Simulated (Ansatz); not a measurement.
All numbers below come from Ansatz, DFT PBE, scalar-relativistic, plane waves, PAW. Settings: cutoff 420 eV, Γ-centred meshes spaced at most about 0.3 Å⁻¹, and about 0.25 Å⁻¹ or finer for metals (2π included), Gaussian smearing. No spin polarisation in the final relaxations.

These are static total energies at zero pressure. All come from trial cells, and lower structures may exist.

Question: Which of these relaxed structures of GaBiTe₂Se is the lowest in energy?
A.

```
CELL_PARAMETERS angstrom
4.10950 0.00000 0.00000
0.00000 4.10950 0.00000
0.00000 0.00000 9.54708
ATOMIC_POSITIONS crystal
Ga 0.00000 0.00000 0.50000
Bi 0.00000 0.00000 0.00000
Te 0.50000 0.50000 0.35398
Te 0.50000 0.50000 0.64602
Se 0.50000 0.50000 0.00000
```

B.

```
CELL_PARAMETERS angstrom
5.33431 0.00000 0.00000
-2.66716 4.61965 0.00000
0.00000 0.00000 6.29966
ATOMIC_POSITIONS crystal
Ga 0.33333 0.66667 0.50000
Bi 0.66667 0.33333 0.00000
Te 0.66667 0.33333 0.50000
Te 0.33333 0.66667 0.00000
Se 0.00000 0.00000 0.50000
```

C.

```
CELL_PARAMETERS angstrom
4.07633 0.00000 0.00000
-2.03816 3.53020 0.00000
0.00000 0.00000 10.53553
ATOMIC_POSITIONS crystal
Ga 0.66667 0.33333 0.57683
Bi 0.33333 0.66667 0.99507
Te 0.66667 0.33333 0.17978
Te 0.00000 0.00000 0.78957
Se 0.00000 0.00000 0.45875
```

D.

```
CELL_PARAMETERS angstrom
-3.05314 3.05314 5.49430
3.05314 -3.05314 5.49430
3.05314 3.05314 -5.49430
ATOMIC_POSITIONS crystal
Ga 0.75000 0.25000 0.50000
Bi 0.00000 0.00000 0.00000
Te 0.99763 0.49763 0.50000
Te 0.50237 0.00237 0.50000
Se 0.25000 0.75000 0.50000
```

Answer: C. It has space group P3m1 (No. 156); the next, B, with space group P-6m2 (No. 187), lies 149 meV/atom higher. Counting Se or Te atoms around Bi and Ga (for each partner element, those within 1.25 times its shortest distance or 1.15 times the sum of covalent radii, where it is the nearest in units of that sum or under 1.3; a plus sign parts groups by distance over the sum of covalent radii; the shortest distance is added where it exceeds 1.18 times the sum of covalent radii), the lowest has Ga 3+3, Bi 6 and the next has Ga 8 from 3.1 Å, Bi 5.

No dispersion correction is applied, so the spacing and binding between layers, chains or molecules are poorly described (P3m1, P4/mmm), and this can change margins and order among such cells. Spin–orbit coupling, which can matter for Bi and Te, is left out. Cells relaxed within their symmetry can be saddle points. Some candidate types were left out of the draw beforehand, so a known form may be missing.
